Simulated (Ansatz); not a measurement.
## Zincblende alloy of CdTe and HgTe (8 of 32 Cd sites exchanged), 64 atoms

Ansatz, PAW, plane waves. PBEsol relaxation of volume and atoms (shape held) at the single k point (¼, ¼, ¼) without its symmetry partners; single points on the relaxed atoms at the single k point (¼, ¼, ¼) without its symmetry partners, onto which points of the small cell's zone fold. Arrangement: quasirandom. No spin–orbit coupling unless named.

Relaxed structure:

```
Cd Hg Te
1.0
    12.98737    0.00000    0.00000
     0.00000   12.98737    0.00000
     0.00000    0.00000   12.98737
Cd Hg Te
24 8 32
Direct
  0.99896 0.99958 0.99951
  0.00015 0.99931 0.49970
  0.99904 0.50023 0.99938
  0.49885 0.00043 0.99946
  0.49890 0.00022 0.49990
  0.50032 0.49977 0.00040
  0.49882 0.50076 0.50021
  0.24956 0.25041 0.99973
  0.24968 0.74990 0.00051
  0.75048 0.24943 0.49972
  0.74984 0.75003 0.99935
  0.74944 0.75118 0.50007
  0.25004 0.00053 0.24869
  0.24945 0.00036 0.74998
  0.24971 0.50011 0.75018
  0.74963 0.00041 0.24956
  0.74998 0.00090 0.74925
  0.75003 0.49987 0.74989
  0.99965 0.24961 0.24969
  0.00027 0.25006 0.74904
  0.99950 0.74978 0.24961
  0.00093 0.75093 0.75011
  0.50063 0.25021 0.75080
  0.50071 0.75051 0.24942
  0.00145 0.50018 0.50085
  0.25123 0.25043 0.50058
  0.25041 0.75158 0.50021
  0.75126 0.25020 0.00091
  0.25005 0.50157 0.25157
  0.75048 0.50169 0.25183
  0.50139 0.25163 0.24978
  0.50114 0.74974 0.75130
  0.12400 0.12469 0.12381
  0.12434 0.12434 0.62419
  0.12382 0.62471 0.12416
  0.12537 0.62569 0.62518
  0.62413 0.12439 0.12380
  0.62411 0.12498 0.62426
  0.62462 0.62482 0.12420
  0.62508 0.62461 0.62438
  0.37379 0.37508 0.12436
  0.37532 0.37536 0.62567
  0.37486 0.87471 0.12447
  0.37520 0.87534 0.62582
  0.87480 0.37571 0.12565
  0.87418 0.37452 0.62447
  0.87412 0.87460 0.12458
  0.87475 0.87487 0.62508
  0.37451 0.12486 0.37360
  0.37428 0.12528 0.87438
  0.37536 0.62608 0.37478
  0.37441 0.62434 0.87526
  0.87470 0.12429 0.37451
  0.87496 0.12470 0.87381
  0.87547 0.62606 0.37614
  0.87452 0.62529 0.87400
  0.12452 0.37406 0.37416
  0.12406 0.37503 0.87461
  0.12435 0.87530 0.37349
  0.12515 0.87498 0.87513
  0.62474 0.37560 0.37586
  0.62483 0.37503 0.87502
  0.62439 0.87552 0.37484
  0.62530 0.87614 0.87487
```

What are the mean bond lengths by pair (pairs within 1.2 times the sum of covalent radii, less contacts 15 % beyond the pair's median; cation–cation pairs of compounds aside; long ionic contacts are cut short by that bound)?

Cd–Te 2.810 ± 0.005 Å (standard deviation, 96 bonds); Hg–Te 2.818 ± 0.009 Å (standard deviation, 32 bonds).

What gap lies between the top filled and the lowest empty level in the single points?

HSE06 2.16 eV (2.6 min on NVIDIA H100). Away from Γ this isn't the crystal's band gap.
